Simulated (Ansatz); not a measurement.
YGaI:
```cif
data_Ga2I2Y2
_chemical_formula_sum 'Y2 Ga2 I2'
_space_group_name_H-M_alt 'P-3m1'
_space_group_IT_number 164
_space_group_name_Hall '-P 3 2"'
_cell_length_a 4.17919
_cell_length_b 4.17919
_cell_length_c 11.79938
_cell_angle_alpha 90.000
_cell_angle_beta 90.000
_cell_angle_gamma 120.000
loop_
_atom_site_label
_atom_site_type_symbol
_atom_site_symmetry_multiplicity
_atom_site_Wyckoff_symbol
_atom_site_fract_x
_atom_site_fract_y
_atom_site_fract_z
_atom_site_occupancy
Y1 Y 2 c 0.00000 0.00000 0.17095 1
Ga1 Ga 2 d 0.66667 0.33333 0.02835 1
I1 I 2 d 0.33333 0.66667 0.34095 1
```

Relaxed with r²SCAN.

Which orbitals make up the states near the Fermi level in the program Ansatz at the r²SCAN level (PAW)?

Within 0.5 eV of the Fermi level: Y 4d 72 %, Ga 4p 17 %, I 5p 5 %. Projections are on Löwdin-orthogonalised atomic valence shells; empty p or d shells of many metals are not among them.

Tabulate the density of states.

States/eV per cell of 6 atoms, in 0.25 eV bins, energy from the Fermi level.

```csv
E (eV),total,Y 4d,I 5p,Ga 4p
-7.85,1.15,0.16,0.00,0.30
-7.60,0.81,0.12,0.00,0.22
-7.35,0.42,0.07,0.00,0.12
-7.10,0.18,0.03,0.00,0.05
-6.85,0.00,0.00,0.00,0.00
-6.60,0.23,0.04,0.00,0.07
-6.35,1.39,0.21,0.05,0.52
-6.10,0.85,0.14,0.04,0.31
-5.85,0.68,0.12,0.04,0.24
-5.60,0.62,0.11,0.05,0.21
-5.35,1.13,0.15,0.43,0.25
-5.10,4.61,0.45,3.19,0.39
-4.85,7.62,0.73,5.53,0.54
-4.60,3.26,0.33,2.33,0.25
-4.35,4.62,0.41,3.43,0.32
-4.10,6.23,0.64,4.94,0.24
-3.85,9.18,1.05,7.26,0.34
-3.60,5.27,0.59,4.31,0.15
-3.35,5.81,0.67,4.55,0.41
-3.10,4.31,0.53,3.01,0.61
-2.85,1.37,0.18,0.45,0.61
-2.60,1.40,0.18,0.34,0.72
-2.35,1.24,0.23,0.15,0.77
-2.10,3.23,0.64,0.52,1.87
-1.85,4.32,0.96,0.40,2.76
-1.60,2.39,0.66,0.10,1.52
-1.35,0.99,0.31,0.04,0.60
-1.10,3.08,1.42,0.21,1.30
-0.85,2.34,1.20,0.13,0.89
-0.60,1.71,0.97,0.08,0.58
-0.35,1.12,0.74,0.06,0.27
-0.10,1.02,0.72,0.08,0.17
0.15,1.06,0.82,0.05,0.14
0.40,1.08,0.85,0.05,0.13
0.65,1.28,1.02,0.06,0.13
0.90,1.75,1.42,0.10,0.14
1.15,1.84,1.45,0.11,0.18
1.40,1.78,1.28,0.15,0.23
1.65,3.52,2.72,0.28,0.30
1.90,3.50,2.75,0.23,0.24
2.15,3.81,2.80,0.26,0.28
2.40,7.48,5.10,0.49,0.67
2.65,8.79,6.17,0.55,0.73
2.90,6.29,4.60,0.28,0.49
3.15,7.36,5.49,0.33,0.43
3.40,6.62,5.22,0.22,0.32
3.65,7.26,4.16,0.33,0.51
3.90,7.34,3.63,0.37,0.75
```

The first step of the workflow began from a Materials Project structure, measured or hypothetical; the Crystallography Open Database copy checked does not list it. Whether it is the stable phase at ambient conditions was not checked. Symmetry was held in the r²SCAN relaxation; whether a distortion lowers the energy is not shown. The run is not spin-polarised. A crystal of weakly bound layers computed without a dispersion correction: the cell and the soft elastic constants depend strongly on that. Spin–orbit coupling is left out wherever it is not named.

Potentials: the later of the program's two PAW sets.
